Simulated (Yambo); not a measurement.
G0W0@PBEsol for SrTiO3 (cubic perovskite, space group Pm-3m, No. 221) in Yambo. Reference settings: 4×4×4 Γ-centred k mesh, bands 2 to 118 and a 8 Ry block in the screening, 118 bands in G with the Bruneval-Gonze terminator, plasmon pole fitted at 27.2 eV. The PBEsol gap R → Γ on this mesh is 1.84 eV; G0W0 gaps are taken between the same points.

The settings were changed. The gap went from 3.47 eV to 3.57 eV, and the shift of the valence edge from -0.37 eV to -0.31 eV.

Task: Name the change that produced these shifts.
A) no terminator
B) 47 bands in G
C) wavefunctions cut at 25 Ry
D) 47 bands in G, no terminator

Result: C, wavefunctions cut at 25 Ry. The others gave (gap, valence shift): no terminator: 3.57, -0.15 eV; 47 bands in G: 3.43, -0.36 eV; 47 bands in G, no terminator: 3.52, 0.38 eV.

Geometry of the Materials Project entry, not relaxed at this level; primitive cell a = b = c = 3.9127 Å, α = β = γ = 90.00°.

A shift is the quasiparticle energy of the state minus its PBEsol energy.
